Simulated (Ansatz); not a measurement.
# SrOs (CsCl-type structure)

Level of theory: DFT, PBE, scalar-relativistic, no spin polarisation; plane waves to 420 eV with PAW datasets (Ansatz 0.2.0), Γ-centred 10×10×10 mesh, 0.05 eV Gaussian smearing; PAW files: Ansatz's generated set soft_2.

```
Sr Os
1.0
     3.60037    0.00000    0.00000
     0.00000    3.60037    0.00000
     0.00000    0.00000    3.60037
Sr Os
1 1
Cartesian
  0.0000 0.0000 0.0000
  1.8002 1.8002 1.8002
```

The start was a prototype's sites filled with these elements, not a measured cell.

Path: Γ–X–M–Γ–R–X | R–M, with Γ = (0.000, 0.000, 0.000), X = (0.000, 0.500, 0.000), M = (0.500, 0.500, 0.000), R = (0.500, 0.500, 0.500) in reciprocal vectors of the calculation's cell.

Bands as a text map, energy in eV from the Fermi level (dashes), each leg drawn with the same width:
```
  3.71 |    *       *   * *      *   *  *            
  3.43 |    **   *                                   
  3.14 |      * *    * * *             *  *  *       
  2.86 |       *      ***           *      **      **
  2.57 |     *       *            *   *           *  
  2.29 |            *                            *   
  2.00 |                                             
  1.71 |      *                    * *          *    
  1.43 |       **  *  *                *   *  *******
  1.14 |         *****              ******* ******   
  0.86 |          *  ***             *       **   ***
  0.57 |               *            *    *  **       
  0.29 |    ******                 * *     *         
  0.00 |****----**--*---*-******---*-*----*----------
 -0.29 |    *******      ***   *  *   *  ***  *      
 -0.57 |          **    **      **     ***           
 -0.86 |      ***   ******       *******   **********
 -1.14 |     *   **              * *  * * *    *     
 -1.43 |    *   ***       *     * *    ****     *    
 -1.71 |   * ***   *    ***    *       *   *     *   
 -2.00 |  ***       ****   *     *      *       * ***
 -2.29 |***    ***          ***          ***         
 -2.57 |      *   **                             *   
 -2.86 |            *  **       *                 *  
 -3.14 |     *       **  *                         **
 -3.43 |                                             
 -3.71 |    *             *                          
 -4.00 |                       *                     
        Γ      X      M      Γ      R      XR       M
```

Task: By these bands, is it a metal or an insulator, and if it has a gap, where are the band edges on this path?

Result: A metal: bands cross the Fermi level.

These numbers lack spin–orbit coupling.
